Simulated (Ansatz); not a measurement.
CaSe:
```
CELL_PARAMETERS angstrom
      0.00000     2.89544     2.89544
      2.89544     0.00000     2.89544
      2.89544     2.89544     0.00000
ATOMIC_POSITIONS crystal
  Ca 0.00000 0.00000 0.00000
  Se 0.50000 0.50000 0.50000
```

Relaxed with LDA.

**Question.** Give the optical modes at the zone centre with their infrared and Raman activity from DFPT, DFT-LDA in the program Ansatz with PAW potentials.

**Answer.** Transverse frequencies, without the LO–TO term; a row sums one degenerate level.

```csv
ω (cm⁻¹),degeneracy,IR ((D/Å)²/amu),Raman (Å⁴/amu),activity,symmetry
192,3,14.39,0,IR,T1u
```

**Question.** How high does the top mode go among those that the LO–TO term moves?

**Answer.** 268 cm⁻¹ for q along x.

Space group Fm-3m (rock salt). The LDA relaxation kept the symmetry of its start; phonons on a q-mesh show no instability.

Potentials: the later of the program's two PAW sets.
